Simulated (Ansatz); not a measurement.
WS₂:
```xyz
6
Lattice="3.1720 0.0000 0.0000 -1.5860 2.7471 0.0000 0.0000 0.0000 12.5522" Properties=species:S:1:pos:R:3 pbc="T T T"
W      0.0000     1.8314     3.1381
W      1.5860     0.9157     9.4142
S      0.0000     1.8314     7.8534
S      1.5860     0.9157     4.6988
S      1.5860     0.9157     1.5773
S      0.0000     1.8314    10.9749
```

Relaxed with r²SCAN+D4.

Give the Bader charges and basin volumes of the independent atoms, r²SCAN+D4 (plane waves, PAW; program Ansatz).



```csv
atom,Bader charge (e),Bader volume (Å³)
W1,+1.46,12.7
S3,-0.73,21.0
```

Space group P6_3/mmc. The cell was relaxed with r²SCAN+D4 under the symmetry of its start. The run is not spin-polarised. Scalar-relativistic: spin–orbit coupling is off unless named, which matters more the heavier the elements.

Potentials: the earlier of the program's two PAW sets.
